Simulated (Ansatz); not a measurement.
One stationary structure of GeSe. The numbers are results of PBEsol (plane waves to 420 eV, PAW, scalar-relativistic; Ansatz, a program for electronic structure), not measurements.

```
CELL_PARAMETERS angstrom
      7.75604     0.00000     0.00000
      0.00000     3.84120     0.00000
      0.00000     0.00000     5.82638
ATOMIC_POSITIONS crystal
  Ge 0.01183 0.75000 0.77522
  Ge 0.98817 0.25000 0.22478
  Ge 0.51183 0.75000 0.72478
  Ge 0.48817 0.25000 0.27522
  Se 0.82043 0.25000 0.61125
  Se 0.67957 0.75000 0.11125
  Se 0.17957 0.75000 0.38875
  Se 0.32043 0.25000 0.88875
```

Question: Determine the symmetry and give the standard cell with its independent sites.

Answer: Space group Pnma (No. 62); a = 7.7560 Å, b = 3.8412 Å, c = 5.8264 Å, α = β = γ = 90.00°

```csv
atom,site,symmetry,x,y,z
Ge,4c,.m.,0.4882,0.2500,0.2752
Se,4c,.m.,0.1796,0.7500,0.3887
```

Question: Give the shortest distances between elements (the closest pairs, up to four, under 3.6 Å).

Answer: Ge–Se 2.60 Å; Ge–Ge 3.25 Å.

```yaml
volume_per_atom: 21.70 Å³
density: 5.80 g/cm³
band_gap: 0.33 eV, indirect (valence top at Γ, conduction bottom at 75 % of the way from Γ to Z) (no spin-orbit coupling)
smallest_direct_gap: 0.82 eV at 75 % of the way from Γ to Z
```

No spin polarisation in the result.

The run could not lose the symmetry of its start.

It was reached from a disturbed copy of a P6₃/mmc (No. 194) cell (NiAs type), against which it lies -0.05 eV/atom.

The first start was generated by placing the elements on the sites of a structure type. A measured structure of GeSe has the same space group, Pnma (No. 62); the sites were not compared with it.
